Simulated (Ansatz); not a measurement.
WSe2:
```
WSe2
1.0
    3.30225     0.00000     0.00000
   -1.65112     2.85983     0.00000
    0.00000     0.00000    13.22462
W Se
2 4
Direct
  0.66667   0.33333   0.75000
  0.33333   0.66667   0.25000
  0.33333   0.66667   0.87578
  0.66667   0.33333   0.12422
  0.66667   0.33333   0.37578
  0.33333   0.66667   0.62422
```

Relaxed with r²SCAN+D4. Special points in fractions of this cell's reciprocal vectors: Γ (0.000, 0.000, 0.000); M (0.500, 0.000, 0.000); K (0.333, 0.333, 0.000); A (0.000, 0.000, 0.500); L (0.500, 0.000, 0.500); H (0.333, 0.333, 0.500).

Task: List the band energies nearest the valence-band maximum at these points for r²SCAN+D4 with spin–orbit coupling in the plane-wave PAW code Ansatz.

Result: In eV from the valence-band maximum; about four levels below and three above (degenerate sets whole), none deeper than 8.9 eV; points with the same levels are listed once.

```csv
k,below,above
Γ,-0.98 -0.98 0.00 0.00,2.55 2.55 2.60 2.60
M,-1.28 -1.28 -1.25 -1.25,2.08 2.08 2.10 2.10
K,-0.62 -0.62 -0.11 -0.11,1.27 1.27 1.32 1.32
A,-0.25 -0.25 -0.25 -0.25,2.57 2.57 2.57 2.57
L,-1.28 -1.28 -1.28 -1.28,2.09 2.09 2.09 2.09
H,-0.61 -0.61 -0.14 -0.14,1.28 1.28 1.31 1.31
```

Space group P6_3/mmc. Symmetry was held in the r²SCAN+D4 relaxation. No spin polarisation was allowed.

Potentials: the earlier of the program's two PAW sets. The files were generated under PBE; for other functionals the program regenerates the frozen cores, and for LDA and PBEsol the local potential too.
